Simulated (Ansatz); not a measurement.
**TiI3: relaxation (Ansatz)**

The command:

```bash
ansatz run input.yaml --threads 2 --pin off --max-ram 2560MiB --backend cpu --events-out ev --progress --plain --runs-dir out
```

Input:

```yaml
crystal:
  lattice:
    - [7.184356, 0.0, 0.0]
    - [-3.592178, 6.221837, 0.0]
    - [0.0, 0.0, 6.549175]
  atoms:
    - { symbol: I, position: [0.31705, 0.0, 0.25] }
    - { symbol: I, position: [0.31705, 0.31705, 0.75] }
    - { symbol: I, position: [0.0, 0.31705, 0.25] }
    - { symbol: I, position: [0.68295, 0.0, 0.75] }
    - { symbol: I, position: [0.68295, 0.68295, 0.25] }
    - { symbol: I, position: [0.0, 0.68295, 0.75] }
    - { symbol: Ti, position: [0.0, 0.0, 0.0] }
    - { symbol: Ti, position: [0.0, 0.0, 0.5] }
  symmetry: { tolerance: 0.0003 }
kpoints:
  mp_grid: { grid: [6, 6, 4], shift: [0, 0, 0] }
magnetization:
  spin_polarized: false
scf:
  occupations: { method: methfessel_paxton, width: 0.0351 }
  lower_state_search: "off"
hamiltonian:
  pseudopotentials: { kind: paw }
  xc: lda
basis:
  ecutwfc: 420
  fft_grid_basis: typed
relax:
  max_steps: 40
  cell: { p_target: 5.0 }
output:
  forces: true
  stress: true
  eigenvalues: true
  bader: true
  populations: true
  elf: true
  write_potential: true
  volumetric_format: npy
  dos:
    e_range: [-12, 8]
    de: 0.05
    projected: { site_lists: { I: [I], Ti: [Ti] } }
checkpoint:
  read: saved_state
```

Origin of the cell: a database entry, scaled a little.

The saved state is a converged single point of the same cell.

Excerpt of the output:

```
Warning: crystal.lattice misses the space group found at crystal.symmetry.tolerance 3.0e-4 in a digit that the deck types, which is why this is a warning: making the lattice exact moves one o […]
Pseudopotentials: kind: paw
Pseudopotential: I, paw, valence charge 17, recommended cutoff 420 eV (normal), I.paw.azcp
Pseudopotential: Ti, paw, valence charge 12, recommended cutoff 420 eV (normal), Ti.paw.azcp
Functional definition: SPW92
  exchange = slater_x
  correlation = pw_c
Crystal: 8 atoms, lattice volume = 292.747 Å³
Basis set: ecut = 420 eV, 5697 PW (Γ)
Bands: 76, of which v1, the nominal top of the filled ones, is band 63 counted from 1 (62 counted from 0)
Symmetry: 24 space group operations
Space group: P63/mcm (ITA 193), of the structure as read, at distance tolerance 2.0e-3 Å
k-points: 21 of 144
[… 6 lines left out …]
Initial density: read from a saved state, or passed on in memory by an earlier SCF of this step, an earlier step, the calling program or the single point that the run made first
Functional: x = slater, c = lda
SCF iter   1: F=—  HF=-49041.852539 eV  Δρ=4.95e-3  dr2=3.37e-2
SCF iter   2: F=—  HF=-49041.839687 eV  S|Δr|=    0.00e0  Δρ=2.13e-3  dr2=2.19e-2
SCF iter   3: F=—  HF=-49041.836788 eV  S|Δr|=    0.00e0  Δρ=1.04e-3  dr2=6.09e-3
SCF iter   4: F=—  HF=-49041.836428 eV  S|Δr|=    0.00e0  Δρ=7.80e-4  dr2=3.46e-3
SCF iter   5: F=—  HF=-49041.836031 eV  S|Δr|=    0.00e0  Δρ=2.76e-4  dr2=4.59e-4
SCF iter   6: F=—  HF=-49041.835952 eV  S|Δr|=    0.00e0  Δρ=7.30e-5  dr2=1.50e-5
SCF iter   7: F=—  HF=-49041.835888 eV  S|Δr|=    0.00e0  Δρ=1.82e-5  dr2=1.48e-6
SCF iter   8: F=-49041.835888 eV  HF=-49041.835888 eV  S|Δr|=    0.00e0  Δρ=4.15e-6  dr2=5.89e-8
relax step   1: F+E_penalty+E_count = -49041.835888 eV  Δ(F+E_penalty+E_count) = +0.000e0 eV  max|allowed force component| = 4.664e-1 eV/Å  Δτ_max = 0.0000 Å  P = -3.339 GPa  Ω = 292.747 Å³ […]
relax step   2: F+E_penalty+E_count = -49042.164407 eV  Δ(F+E_penalty+E_count) = -3.285e-1 eV  max|allowed force component| = 4.447e-1 eV/Å  Δτ_max = 0.0199 Å  P = +1.038 GPa  Ω = 257.849 Å³ […]
relax step   3: F+E_penalty+E_count = -49041.918077 eV  Δ(F+E_penalty+E_count) = +2.463e-1 eV  max|allowed force component| = 3.941e-4 eV/Å  Δτ_max = 0.1641 Å  P = +4.069 GPa  Ω = 222.774 Å³ […]
relax step   4: F+E_penalty+E_count = -49041.696797 eV  Δ(F+E_penalty+E_count) = +2.213e-1 eV  max|allowed force component| = 7.707e-2 eV/Å  Δτ_max = 0.0350 Å  P = +5.449 GPa  Ω = 215.246 Å³ […]
relax step   5: F+E_penalty+E_count = -49041.794411 eV  Δ(F+E_penalty+E_count) = -9.761e-2 eV  max|allowed force component| = 2.850e-4 eV/Å  Δτ_max = 0.0168 Å  P = +5.015 GPa  Ω = 218.032 Å³ […]
relax step   6: F+E_penalty+E_count = -49041.783960 eV  Δ(F+E_penalty+E_count) = +1.045e-2 eV  max|allowed force component| = 1.459e-4 eV/Å  Δτ_max = 0.0000 Å  P = +4.984 GPa  Ω = 218.032 Å³  stress off target by 4.04e-2 GPa […]
SCF 6 converged in 8 iterations: F = -49041.783960 eV  dr2 = 5.08e-12
basis re-selected at this cell: Δ(F+E_penalty+E_count) = +1.045e-2 eV, ΔP = -0.031 GPa vs the last step (what re-selecting the basis moved, of the pressure what is left beyond the Pulay corre […]
SCF converged after 8 iterations
Stability not checked: this state was not tested for a lower state beside it, because cold or Methfessel-Paxton smearing, or corrected tetrahedra, fill the levels in a way that the test cannot read (fill_not_monotonic; […]
Free energy (F): -49041.783960 eV
Harris-Foulkes:  -49041.783960 eV  (|F-HF|=2.91e-11)
Internal energy: -49041.782583 eV  (E = F + TS)
E sigma→0 (E₀):  -49041.783616 eV
Entropy (-TS):   -0.001377 eV (-0.172 meV/atom)
Fermi energy:    10.693759 eV
--- Per-component energies (eV) ---
  E_band       = -2313.572095
  E_kinetic    = 1699.449467
  E_local      = -12388.307216  (includes V_loc(G=0)·N_el)
  E_nonlocal   = -489.786838
  E_hartree    = 6375.273797
  E_xc         = -966.096680
  E_vxc        = -1026.852177  (∫ρ·V_xc dr)
  E_paw        = -29956.587263  (= ΣΔE_a)
  E_vpaw       = -2858.623400  (= ΣTr[D̂ρ^β])
  E_aug_tail   = 0.000516  (compensation charges beyond the density's cutoff)
  E_ewald      = -13321.067557
  E_core_change = 5.339191  (= ΣΔE_core)
  E_smearing   = -0.001377  (= −TS)
  Σ components = -49041.783960   (vs F -49041.783960, Δ=0.00e0)
--- Forces (eV/Å), atoms counted from 1 ---
  atom   1  I     -0.000146    -0.000000     0.000000
  atom   2  I     -0.000073    -0.000126    -0.000000
  atom   3  I      0.000073    -0.000126    -0.000000
  atom   4  I      0.000146     0.000000    -0.000000
  atom   5  I      0.000073     0.000126     0.000000
  atom   6  I     -0.000073     0.000126     0.000000
  atom   7  Ti    -0.000000    -0.000000     0.000000
  atom   8  Ti    -0.000000     0.000000    -0.000000
  max |Σ_I F_I| component: 3.20e-18 eV/Å
--- Stress (GPa, compression-positive) ---
        4.996099       0.000000      -0.000000
        0.000000       4.996099       0.000000
       -0.000000       0.000000       4.959650
  P = ⅓ Tr σ = 4.9839 GPa (49.839 kbar)
--- Relaxed structure (5 steps of the walk, 5 accepted, 1 SCFs on fresh bases) ---
  F+E_penalty+E_count = -49041.783960 eV   max|allowed force component| = 1.459e-4 eV/Å   (the final SCF, on the basis selected at the relaxed cell)
  cell:  # Å, volume = 218.0322 Å³
    - [6.509652, 0.0, 0.0]
    - [-3.254826, 5.637524, 0.0]
    - [0.0, 0.0, 5.941204]
  atoms:
    - { symbol: I, position: [0.345193, 0.0, 0.25] }
    - { symbol: I, position: [0.345193, 0.345193, 0.750000] }
    - { symbol: I, position: [2.775e-17, 0.345193, 0.25] }
    - { symbol: I, position: [0.654807, 0.0, 0.750000] }
    - { symbol: I, position: [0.654807, 0.654807, 0.25] }
    - { symbol: I, position: [-5.551e-17, 0.654807, 0.750000] }
    - { symbol: Ti, position: [-2.147e-18, 0.0, 0.0] }
    - { symbol: Ti, position: [-2.147e-18, 0.0, 0.5] }
--- Löwdin populations: 8 sites ---
  site symbol       q [e]
     0      I     17.0679
     1      I     17.0679
     2      I     17.0679
     3      I     17.0679
     4      I     17.0679
     5      I     17.0679
     6     Ti     11.5392
     7     Ti     11.5392
  spilling = 0.004082 (of n_electrons = 126.000000)
--- Bader charges: 8 sites ---
  site symbol  charge [e]  shift [e]
     0      I     -0.4304     0.0003
     1      I     -0.4303     0.0003
     2      I     -0.4303     0.0003
     3      I     -0.4303     0.0003
     4      I     -0.4303     0.0003
     5      I     -0.4303     0.0003
     6     Ti      1.2910     0.0010
     7     Ti      1.2910     0.0010
  estimated error of the sums over rays = 5.5e-4 e
```

Before:

Space group P6_3/mcm (No. 193); the run's cell has a = 7.184 Å, b = 7.184 Å, c = 6.549 Å, α = 90.00°, β = 90.00°, γ = 120.00°. Shortest distances: I–Ti 2.81 Å, Ti–Ti 3.27 Å.

After:

Space group P6_3/mcm (No. 193); the run's cell has a = 6.510 Å, b = 6.510 Å, c = 5.941 Å, α = 90.00°, β = 90.00°, γ = 120.00°. Shortest distances: I–Ti 2.69 Å, Ti–Ti 2.97 Å, I–I 3.59 Å.

* Enthalpy lowered by: 285.0 meV/atom
* Volume change: -25.52 %
* Final pressure: 4.98 GPa
* Relaxation steps listed: 6

Caveats: no moments, though an odd count or open d shells may carry them; no spin-orbit coupling, though heavy elements are present; the relaxation held the start's symmetry, so the end may be a saddle point.

The run took 4.2 min on 2 threads of Arm Neoverse N1, with other jobs on the host, peak memory 0.79 GiB, from a saved density.
